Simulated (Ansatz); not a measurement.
**C (R-3m), two-dimensional strain map**

These are results of Ansatz, DFT LDA, scalar-relativistic, plane waves, PAW, not measurements. The runs took a 420 eV cutoff, a Γ-centred 18×18×18 mesh and Gaussian smearing (0.15 eV). No spin polarisation. Energies are free energies at this smearing, counted from the undisturbed cell; pressure is positive in compression.

The starting cell (relaxed at this level):

```
C
1.0
     1.22249    0.70581   17.68585
    -1.22249    0.70581   17.68585
     0.00000   -1.41161   17.68585
C
8
Direct
  0.23955 0.23955 0.23955
  0.76045 0.76045 0.76045
  0.09378 0.09378 0.09378
  0.90622 0.90622 0.90622
  0.03133 0.03133 0.03133
  0.96867 0.96867 0.96867
  0.36466 0.36466 0.36466
  0.63534 0.63534 0.63534
```

The cell holds layers and no dispersion correction was added, so their binding is poorly described.

The cell is strained by p along both x and y and by q along z, fractional coordinates fixed. Points are written (p, q).

Energy above the undisturbed cell in meV/atom (a dash: not computed):

```csv
p \ q,-0.050,-0.025,0.000,0.025,0.050
-0.050,200.7,?,199.5,?,201.1
-0.025,48.2,–,46.7,–,48.0
0.000,2.0,–,0.0,–,?
0.050,157.9,–,155.3,–,156.0
```

Problem. Fill in the withheld energies.

Solution. (-0.050, -0.025): 199.6; (-0.050, 0.025): 200.1; (0.000, 0.050): 1.1.

Cost: 14 runs of about 12 core-minutes in all, on Oxide Virtual Turin-like Processor (Zen 5) (shared hosts).